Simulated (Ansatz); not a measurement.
CaMo₂O₆:
```
CaMo2O6
1.0
    3.79042     0.00000     0.00000
    0.00000     3.83493     0.00000
    0.00000     0.00000    17.31742
Mo O Ca
4 12 2
Direct
  0.00000   0.25013   0.57850
  0.50000   0.25014   0.42228
  0.50000   0.74986   0.92228
  0.00000   0.74987   0.07850
  0.00000   0.25013   0.68549
  0.50000   0.25012   0.31470
  0.50000   0.74988   0.81470
  0.00000   0.74987   0.18549
  0.00000   0.25013   0.45001
  0.50000   0.25012   0.54935
  0.50000   0.74988   0.04935
  0.00000   0.74987   0.95001
  0.00000   0.75013   0.58053
  0.50000   0.75013   0.42266
  0.50000   0.24987   0.92266
  0.00000   0.24987   0.08053
  0.00000   0.75013   0.74647
  0.00000   0.24987   0.24647
```

Relaxed with PBE+D3(BJ). Special points in fractions of this cell's reciprocal vectors: Γ (0.000, 0.000, 0.000); X (0.500, 0.000, 0.000); S (0.500, 0.500, 0.000); Y (0.000, 0.500, 0.000); Z (0.000, 0.000, 0.500); U (0.500, 0.000, 0.500); R (0.500, 0.500, 0.500); T (0.000, 0.500, 0.500).

**Question.** List the band energies nearest the Fermi level at these points for DFT-PBE+D3(BJ) with spin–orbit coupling in the program Ansatz with PAW potentials.

**Answer.** In eV from the Fermi level; about four levels below and three above (degenerate sets whole), none deeper than 8.9 eV; points with the same levels are listed once.

```csv
k,below,above
Γ,-0.20 -0.20 -0.02 -0.02,0.02 0.02 0.93 0.93
X,-0.47 -0.47 -0.43 -0.43,0.19 0.19 0.23 0.23 0.24 0.24
S,-2.44 -2.44 -2.44 -2.44,0.21 0.21 0.21 0.21
Y,-2.89 -2.89 -2.89 -2.89,0.89 0.89 0.89 0.89
Z,-0.23 -0.23 -0.23 -0.23,0.00 0.00 0.00 0.00
U,-0.45 -0.45 -0.45 -0.45,0.23 0.23 0.23 0.23 0.24 0.24 0.24 0.24
```

Space group Amm2. A made-up cell: these elements were put on the sites of a structure type; neither database checked (COD, Materials Project) lists it. Its standing as an ambient phase is unchecked. The PBE+D3(BJ) relaxation kept the symmetry of its start; whether a distortion lowers the energy is not shown. The run is not spin-polarised. No Hubbard U is applied. Point labels and valley counts follow the cell and symmetry of the run, lower than the named group.

Potentials: the later of the program's two PAW sets.
